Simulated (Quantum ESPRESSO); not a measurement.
Ga5Al2MgP7Se, input and log of a self-consistent run

A calculation, not a measurement. The program is pw.x of Quantum ESPRESSO 7.5 (plane-wave density functional theory). The cell is made up: 16 atoms on a doubled zincblende/diamond lattice, with randomly drawn elements, strain and displacements, not relaxed. PseudoDojo standard norm-conserving files (v0.5 for PBE, v0.4.1 for LDA and PBEsol) set the functional; there is no spin polarisation, spin-orbit coupling or dispersion term, and the masses in the input are unused placeholders.

Input:

```
&control calculation='scf', pseudo_dir='./dojo.nc.sr.pbe.v0_5.standard.upf', outdir='./o', disk_io='low', tprnfor=.true., tstress=.true. /
&system ibrav=0, nat=16, ntyp=5, nbnd=72, ecutwfc=107.82251126, nosym=.true., tot_charge=0,
 occupations='smearing', smearing='fd', degauss=0.0018374661
/
&electrons conv_thr=7.350e-09, electron_maxstep=60, /
ATOMIC_SPECIES
Al 1.0 Al.upf
Ga 1.0 Ga.upf
Mg 1.0 Mg.upf
P 1.0 P.upf
Se 1.0 Se.upf
CELL_PARAMETERS angstrom
5.4085 0.0 0.0
0.0 5.4085 0.0
0.0 0.0 10.8169
ATOMIC_POSITIONS angstrom
Ga -0.0661 0.0382 -0.114
Al -0.0346 2.643 2.7273
Ga 2.7049 0.0113 2.6839
Ga 2.6645 2.6981 0.0243
Al 0.1092 0.0179 5.4295
Ga 0.0296 2.7896 8.1956
Ga 2.6745 -0.074 8.209
Mg 2.6984 2.5797 5.4278
P 1.3335 1.4109 1.3238
Se 1.3635 4.0691 4.0332
P 4.0636 1.3363 4.0666
P 4.1833 3.9652 1.3334
P 1.3498 1.3002 6.6387
P 1.2951 4.0088 9.4443
P 4.0848 1.3697 9.449
P 4.025 4.1171 6.7721
K_POINTS automatic
6 6 4 1 1 1
```

The log is shortened where brackets say so; the opening notice, blank lines, dates and the lines on written files are dropped, and the path of the files is cut. It prints rydbergs, bohrs and kilobars, and counts compression as positive stress. With no partly filled state, the Fermi energy that it prints is only some level between the filled and the empty states on the mesh, and need not lie in the true gap.

```
     Program PWSCF v.7.5
     Parallel version (MPI & OpenMP), running on       4 processor cores
     Number of MPI processes:                 4
     Threads/MPI process:                     1
     [start-up lines left out]
     bravais-lattice index     =            0
     lattice parameter (alat)  =      10.2206  a.u.
     unit-cell volume          =    2135.2714 (a.u.)^3
     number of atoms/cell      =           16
     number of atomic types    =            5
     number of electrons       =       132.00
     number of Kohn-Sham states=           72
     kinetic-energy cutoff     =     107.8225  Ry
     charge density cutoff     =     431.2900  Ry
     scf convergence threshold =      7.3E-09
     mixing beta               =       0.7000
     number of iterations used =            8  plain     mixing
     Exchange-correlation= PBE
                           (   1   4   3   4   0   0   0)
     [axes and pseudopotential details left out]
   Cartesian axes
     site n.     atom                  positions (alat units)
         1        Ga     tau(   1) = (  -0.0122215   0.0070630  -0.0210779  )
         2        Al     tau(   2) = (  -0.0063973   0.4886752   0.5042618  )
         3        Ga     tau(   3) = (   0.5001202   0.0020893   0.4962374  )
         4        Ga     tau(   4) = (   0.4926505   0.4988629   0.0044929  )
         5        Al     tau(   5) = (   0.0201904   0.0033096   1.0038828  )
         6        Ga     tau(   6) = (   0.0054729   0.5157807   1.5153185  )
         7        Ga     tau(   7) = (   0.4944994  -0.0136822   1.5177961  )
         8        Mg     tau(   8) = (   0.4989184   0.4769714   1.0035685  )
         9        P      tau(   9) = (   0.2465563   0.2608672   0.2447629  )
        10        Se     tau(  10) = (   0.2521032   0.7523528   0.7457151  )
        11        P      tau(  11) = (   0.7513359   0.2470741   0.7518905  )
        12        P      tau(  12) = (   0.7734677   0.7331423   0.2465379  )
        13        P      tau(  13) = (   0.2495701   0.2403994   1.2274568  )
        14        P      tau(  14) = (   0.2394564   0.7412037   1.7461958  )
        15        P      tau(  15) = (   0.7552556   0.2532495   1.7470648  )
        16        P      tau(  16) = (   0.7441989   0.7612277   1.2521217  )
     number of k points=    72  Fermi-Dirac smearing, width (Ry)=  0.0018
                       cart. coord. in units 2pi/alat
        k(    1) = (   0.0833333   0.0833333   0.0625006), wk =   0.0277778
        k(    2) = (   0.0833333   0.0833333   0.1875017), wk =   0.0277778
     [further k points left out]
     Dense  grid:   323103 G-vectors     FFT dimensions: (  72,  72, 135)
     Estimated max dynamical RAM per process >       1.39 GB
     Estimated total dynamical RAM >       5.33 GB
     Initial potential from superposition of free atoms
     starting charge     131.9799, renormalised to     132.0000
     Starting wfcs are   95 randomized atomic wfcs
     total cpu time spent up to now is       73.6 secs
     per-process dynamical memory:  1193.9 Mb
     Self-consistent Calculation
     iteration #  1     ecut=   107.82 Ry     beta= 0.70
     Davidson diagonalization with overlap
     ethr =  1.00E-02,  avg # of iterations =  4.0
     Threshold (ethr) on eigenvalues was too large:
     Diagonalizing with lowered threshold
     Davidson diagonalization with overlap
     ethr =  6.05E-04,  avg # of iterations =  1.9
     total cpu time spent up to now is      395.4 secs
     total energy              =   -1232.40153142 Ry
     estimated scf accuracy    <       0.81187554 Ry
     iteration #  2     ecut=   107.82 Ry     beta= 0.70
     Davidson diagonalization with overlap
     ethr =  6.15E-04,  avg # of iterations =  5.9
     total cpu time spent up to now is      588.9 secs
     total energy              =   -1232.46810923 Ry
     estimated scf accuracy    <       0.57410499 Ry
     iteration #  3     ecut=   107.82 Ry     beta= 0.70
     Davidson diagonalization with overlap
     ethr =  4.35E-04,  avg # of iterations =  7.4
     total cpu time spent up to now is      792.1 secs
     total energy              =   -1232.57431643 Ry
     estimated scf accuracy    <       0.49347165 Ry
     iteration #  4     ecut=   107.82 Ry     beta= 0.70
     Davidson diagonalization with overlap
     ethr =  3.74E-04,  avg # of iterations =  4.6
     total cpu time spent up to now is      929.2 secs
     total energy              =   -1232.64970092 Ry
     estimated scf accuracy    <       0.01134131 Ry
     iteration #  5     ecut=   107.82 Ry     beta= 0.70
     Davidson diagonalization with overlap
     c_bands:  1 eigenvalues not converged
     ethr =  8.59E-06,  avg # of iterations = 14.6
     total cpu time spent up to now is     1146.4 secs
     total energy              =   -1232.65208412 Ry
     estimated scf accuracy    <       0.02006533 Ry
     [iterations 6 to 9 left out]
     iteration # 10     ecut=   107.82 Ry     beta= 0.70
     Davidson diagonalization with overlap
     ethr =  1.61E-08,  avg # of iterations =  3.1
     total cpu time spent up to now is     1849.0 secs
     total energy              =   -1232.65573962 Ry
     estimated scf accuracy    <       0.00000026 Ry
     iteration # 11     ecut=   107.82 Ry     beta= 0.70
     Davidson diagonalization with overlap
     ethr =  1.97E-10,  avg # of iterations =  5.0
     total cpu time spent up to now is     2000.3 secs
     total energy              =   -1232.65573978 Ry
     estimated scf accuracy    <       0.00000066 Ry
     iteration # 12     ecut=   107.82 Ry     beta= 0.70
     Davidson diagonalization with overlap
     ethr =  1.97E-10,  avg # of iterations =  2.9
     total cpu time spent up to now is     2111.1 secs
     total energy              =   -1232.65573981 Ry
     estimated scf accuracy    <       0.00000006 Ry
     iteration # 13     ecut=   107.82 Ry     beta= 0.70
     Davidson diagonalization with overlap
     ethr =  4.77E-11,  avg # of iterations =  4.0
     total cpu time spent up to now is     2219.5 secs
     total energy              =   -1232.65573983 Ry
     estimated scf accuracy    <          8.9E-09 Ry
     iteration # 14     ecut=   107.82 Ry     beta= 0.70
     Davidson diagonalization with overlap
     ethr =  6.71E-12,  avg # of iterations =  2.0
     total cpu time spent up to now is     2327.6 secs
     End of self-consistent calculation
          k = 0.0833 0.0833 0.0625 ( 40334 PWs)   bands (ev):
   -66.9698 -40.8522 -40.8459 -40.7812 -40.7569 -40.7476 -33.8340 -33.7845
   -33.7713  -7.7603  -7.4844  -7.4602  -7.3954  -7.3860  -7.3691  -7.3379
    -7.2594  -7.2126  -7.1994  -7.1819  -7.1767  -7.1548  -7.1411  -7.0968
    -7.0927  -7.0644  -7.0007  -6.9714  -6.9560  -6.9478  -6.9303  -6.9135
    -6.8629  -6.8557  -6.6699  -4.8140  -3.7215  -3.0005  -2.3605  -2.2957
    -2.0392  -1.5314   0.6372   0.7434   0.9594   1.1349   2.1753   2.8982
     3.3910   3.7040   3.8907   4.2200   4.3314   4.4005   4.4687   4.7904
     4.8127   4.9844   5.1203   5.2993   5.6390   6.0643   6.2632   6.8366
     7.2210   7.4165   8.8710   8.9337   9.1015   9.3879   9.7732   9.8293
     [levels at the other k points left out]
     the Fermi energy is     7.9652 ev
!    total energy              =   -1232.65573983 Ry
     estimated scf accuracy    <          2.9E-09 Ry
     smearing contrib. (-TS)   =      -0.00000000 Ry
     internal energy E=F+TS    =   -1232.65573983 Ry
     The total energy is F=E-TS. E is the sum of the following terms:
     one-electron contribution =    -690.55490280 Ry
     hartree contribution      =     423.17389848 Ry
     xc contribution           =    -307.53997480 Ry
     ewald contribution        =    -657.73476071 Ry
     convergence has been achieved in  14 iterations
     Forces acting on atoms (cartesian axes, Ry/au):
     atom    1 type  2   force =     0.02797181   -0.01927113    0.04481480
     atom    2 type  1   force =    -0.00496711   -0.02214406   -0.00949161
     atom    3 type  2   force =     0.05461984    0.02716957   -0.05541464
     atom    4 type  2   force =     0.03359185    0.00916536   -0.01533823
     atom    5 type  1   force =    -0.10386203   -0.00862606    0.01274336
     atom    6 type  2   force =    -0.04766544   -0.05397613   -0.10206428
     atom    7 type  2   force =     0.01021261    0.03695872   -0.04890860
     atom    8 type  3   force =     0.04402795    0.05000050    0.01396539
     atom    9 type  4   force =    -0.00620983   -0.04592157    0.01181982
     atom   10 type  5   force =    -0.01287038   -0.02180191   -0.01159557
     atom   11 type  4   force =     0.03722107   -0.04504864   -0.02684666
     atom   12 type  4   force =    -0.05454964    0.04519447   -0.00701434
     atom   13 type  4   force =    -0.01276313    0.00183059    0.13404470
     atom   14 type  4   force =     0.05085678    0.03689203    0.06493451
     atom   15 type  4   force =    -0.05153111    0.01988475   -0.00911032
     atom   16 type  4   force =     0.03591674   -0.01030650    0.00346169
     Total force =     0.300392     Total SCF correction =     0.000275
     Computing stress (Cartesian axis) and pressure
          total   stress  (Ry/bohr**3)                   (kbar)     P=       89.22
   0.00060830   0.00016237  -0.00003941           89.48       23.89       -5.80
   0.00016237   0.00062663  -0.00000222           23.89       92.18       -0.33
  -0.00003941  -0.00000222   0.00058462           -5.80       -0.33       86.00
     init_run     :     56.05s CPU     58.85s WALL (       1 calls)
     electrons    :   2202.83s CPU   2254.21s WALL (       1 calls)
     forces       :     21.88s CPU     22.43s WALL (       1 calls)
     stress       :     82.06s CPU     85.58s WALL (       1 calls)
     [timing details left out]
     PWSCF        :  39m38.05s CPU  40m37.05s WALL
     JOB DONE.
```

In other units: free energy -16771.136 eV for the cell, pressure 8.92 GPa, largest force component 3.446 eV/Å. This run is the check on a run of the same cell at a cutoff of 1170 eV and k mesh 4 x 4 x 2: rerunning at a cutoff of 1467 eV and k mesh 6 x 6 x 4 moved values by no more than 0.015 eV in energy, 0.02 GPa in stress and 0.004 eV/Å in force.